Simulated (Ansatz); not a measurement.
# Fields on a plane of Cu3Pt (Cu3Au type)

```yaml
crystal:
  lattice:
    - [3.68445, 0.00000, 0.00000]
    - [0.00000, 3.68445, 0.00000]
    - [0.00000, 0.00000, 3.68445]
  atoms:
    - { symbol: Cu, position: [0.00000, 0.50000, 0.50000] }
    - { symbol: Cu, position: [0.50000, 0.00000, 0.50000] }
    - { symbol: Cu, position: [0.50000, 0.50000, 0.00000] }
    - { symbol: Pt, position: [0.00000, 0.00000, 0.00000] }
```

The slice is a {110} plane (indices of the conventional cell) through the point (0.000, 0.500, 0.500) (fractional), spanned by u = [100] and v = [011] in vectors of this cell: u (3.68 Å) and v (5.21 Å, at 90° to u). It covers one period; positions are fractions (u, v).

Atoms on it: Cu at (0.00, 0.00); Pt at (0.00, 0.50).

Method: r2SCAN (plane waves to 500 eV, PAW, scalar-relativistic; Ansatz, a program for electronic structure). k mesh 13×13×13. Near the nuclei the fields are pseudised (PAW); where an atom keeps semicore shells as valence, they peak there. Cu3Pt is run without spin polarisation. Cu3Pt was relaxed with its symmetry unable to fall. Spin-orbit coupling is left out, though Pt is heavy.

```tsv
v \ u	0.00	0.15	0.30	0.45	0.60	0.75	0.90
0.93	x	0.22	0.17	0.20	0.20	0.16	0.33
0.86	0.18	0.16	0.23	0.21	0.22	0.19	0.17
0.79	0.20	0.24	0.28	0.20	0.22	0.29	0.22
0.71	0.30	0.29	0.30	0.21	0.23	0.30	0.29
0.64	0.52	0.37	0.29	0.22	0.25	0.28	0.44
0.57	x	0.58	0.28	0.22	0.24	0.34	0.64
0.50	x	0.65	0.29	0.21	0.23	0.39	x
0.43	x	0.58	0.28	0.22	0.24	0.34	0.64
0.36	0.52	0.37	0.29	0.22	0.25	0.28	0.44
0.29	0.30	0.29	0.30	0.21	0.23	0.30	0.29
0.21	0.20	0.24	0.28	0.20	0.22	0.29	0.22
0.14	0.18	0.16	0.23	0.21	0.22	0.19	0.17
0.07	x	0.22	0.17	0.20	0.20	0.16	0.33
0.00	x	0.30	0.15	0.19	0.19	0.16	x
```

Values: electron localisation function (ELF). Points within 0.5 Å of a nucleus are blanked (x), as the pseudised field means little there.

```
v \ u  0.00  0.15  0.30  0.45  0.60  0.75  0.90
-----  ----  ----  ----  ----  ----  ----  ----
0.86    0.2  -0.3  -0.7  -0.7  -0.7  -0.6  -0.1
0.71   -0.2  -0.4  -0.6  -0.6  -0.6  -0.6  -0.3
0.57    1.0   0.6  -0.3  -0.7  -0.7  -0.1   0.8
0.43    1.0   0.6  -0.3  -0.7  -0.7  -0.1   0.8
0.29   -0.2  -0.4  -0.6  -0.6  -0.6  -0.6  -0.3
0.14    0.2  -0.3  -0.7  -0.7  -0.7  -0.6  -0.1
0.00    1.8   0.8  -0.6  -0.9  -0.9  -0.3   1.3
```

Values: log₁₀ of the valence density in e/Å³. The scale is logarithmic, as a density can span decades between atoms and voids.

The density on the Cu–Pt line (2.61 Å) at its density minimum, 1.2 Å from Cu is 0.35 e/Å³ and the ELF at that point is 0.2.
